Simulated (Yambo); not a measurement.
Input:

```xyz
10
Lattice="-2.7885 2.7885 3.9895 2.7885 -2.7885 3.9895 2.7885 2.7885 -3.9895" Properties=species:S:1:pos:R:3 pbc="T T T"
O      0.0000     0.0000     5.9167
O      0.0000     0.0000     2.0623
O      1.5424     1.1485     3.9895
O      1.2460     1.6399     0.0000
O     -1.1485     1.5424     3.9895
O      3.9370     1.2460     0.0000
Mg     0.0000     0.0000     0.0000
Sr     0.0000     2.7885     1.9947
Sr     2.7885     0.0000     1.9947
W      0.0000     0.0000     3.9895
```

Workflow: PBEsol (pw.x of Quantum ESPRESSO, ONCV potentials, scalar-relativistic), then G0W0 in Yambo (4×4×4 Γ-centred k mesh, bands 3 to 152 and a 6 Ry block in the screening, 152 bands in G with the Bruneval-Gonze terminator, plasmon pole fitted at 27.2 eV).

Q: Give the PBEsol and G0W0 gaps between the band edges found on this mesh, and say where the edges lie.

A: Edges: (0, 0, 0.25) → X. PBEsol: 3.02 eV; G0W0: 4.99 eV. Convergence of the G0W0 settings was not tested. Spin-orbit coupling is left out, which matters for elements this heavy: edges can move by tenths of an eV.

Geometry of the Materials Project entry, not relaxed at this level.

The structure is a Materials Project entry; no match was found in the copy of COD used, and its stability was not checked.
